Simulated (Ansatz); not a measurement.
The start is a generated trial cell of TiO2 in the brookite structure type. A full variable-cell relaxation at zero pressure is run with PBEsol (plane waves to 420 eV, PAW, scalar-relativistic; Ansatz, a first-principles code). The first steps use a coarse 4×2×4 k-mesh.

The start:
```yaml
crystal:
  lattice:
    - [5.13800, 0.00000, 0.00000]
    - [0.00000, 9.17400, 0.00000]
    - [0.00000, 0.00000, 5.44900]
  atoms:
    - { symbol: Ti, position: [0.13720, 0.12890, 0.90280] }
    - { symbol: Ti, position: [0.63720, 0.37110, 0.09720] }
    - { symbol: Ti, position: [0.36280, 0.87110, 0.40280] }
    - { symbol: Ti, position: [0.86280, 0.62890, 0.59720] }
    - { symbol: Ti, position: [0.86280, 0.87110, 0.09720] }
    - { symbol: Ti, position: [0.36280, 0.62890, 0.90280] }
    - { symbol: Ti, position: [0.63720, 0.12890, 0.59720] }
    - { symbol: Ti, position: [0.13720, 0.37110, 0.40280] }
    - { symbol: O, position: [0.81650, 0.00950, 0.85090] }
    - { symbol: O, position: [0.31650, 0.49050, 0.14910] }
    - { symbol: O, position: [0.68350, 0.99050, 0.35090] }
    - { symbol: O, position: [0.18350, 0.50950, 0.64910] }
    - { symbol: O, position: [0.18350, 0.99050, 0.14910] }
    - { symbol: O, position: [0.68350, 0.50950, 0.85090] }
    - { symbol: O, position: [0.31650, 0.00950, 0.64910] }
    - { symbol: O, position: [0.81650, 0.49050, 0.35090] }
    - { symbol: O, position: [0.46340, 0.23140, 0.88900] }
    - { symbol: O, position: [0.96340, 0.26860, 0.11100] }
    - { symbol: O, position: [0.03660, 0.76860, 0.38900] }
    - { symbol: O, position: [0.53660, 0.73140, 0.61100] }
    - { symbol: O, position: [0.53660, 0.76860, 0.11100] }
    - { symbol: O, position: [0.03660, 0.73140, 0.88900] }
    - { symbol: O, position: [0.96340, 0.23140, 0.61100] }
    - { symbol: O, position: [0.46340, 0.26860, 0.38900] }
```

- Largest initial force: 0.12 eV/Å, on O17, O18, O19, O20, O21, O22, O23, O24 (atoms numbered as listed)
- Outcome: The space group stays Pbca (No. 61) (the run could not lower it), with 24 atoms in the primitive cell
- Energy released: 0.001 eV/atom
- Volume change: -0.6 %, from 10.70 to 10.64 Å³/atom
- Shortest distances (start → end): The closest pairs of elements (up to four, under 3.6 Å), start → end: O–Ti 1.86 → 1.86 Å; O–O 2.50 → 2.49 Å; Ti–Ti 2.95 → 2.94 Å
- Band gap at the end: 2.34 eV, direct at Γ (no spin-orbit coupling)
- Optimiser moves: 6

Final values are on a 5×3×5 k-mesh of the relaxed cell. No spin polarisation in the result.

The run could not lose the symmetry of its start.

The first start was generated by placing the elements on the sites of a structure type. A measured structure of TiO2 has the same space group, Pbca (No. 61); the sites were not compared with it.
